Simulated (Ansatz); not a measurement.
# E(q) of NaMoO₂ (R-3m)

```xyz
4
Lattice="1.6168 0.9334 5.2193 -1.6168 0.9334 5.2193 0.0000 -1.8669 5.2193" Properties=species:S:1:pos:R:3 pbc="T T T"
Na    0.0000    0.0000    7.8290
Mo    0.0000    0.0000    0.0000
O     0.0000    0.0000    4.1510
O     0.0000    0.0000   11.5070
```

The source of the geometry is a structure from the Materials Project; atoms and cell stay fixed.

Settings: PBEsol, 8×8×8 k mesh, Fermi–Dirac smearing of 0.05 eV. PAW means Ansatz 0.2.0 on its default frozen-core files. Site moments are integrated in spheres about the atoms. Start moments (μB): Mo2 0.3.

Flat spirals without spin–orbit coupling: moments start in the xy plane and turn about z by q·R from cell to cell, and their directions inside a cell are free. q runs from Γ to T = (0.500, 0.500, 0.500) in reciprocal cell vectors. Energies count from each method's run at q = 0. Each q is a vector of the k mesh, and the mesh is shifted by q/2 where needed, so that both spin components are sampled on the same points as at q = 0. In Ansatz a GGA is taken by the program's default for non-collinear spins.

```csv
fraction of Γ–T,q (1/Å),ΔF PAW (meV/cell),"largest moment, PAW (μB)"
0.000,0.000,0.0,0.26
0.250,0.150,0.0,0.26
0.500,0.301,0.0,0.27
0.750,0.451,+0.5,0.08
1.000,0.602,+0.5,0.07
```

The lowest point lies at 0.500 of the way, 0.0 meV/cell under q = 0, which this mesh may not resolve.

The PAW files were made with PBE; the program remakes their cores once for the run's functional and then keeps them frozen. The Ansatz runs typed with the search for lower states off end where their start leads. The magnetic state is the one that this cell and start allow. It needn't be the compound's measured order, which may need a larger cell or be absent.
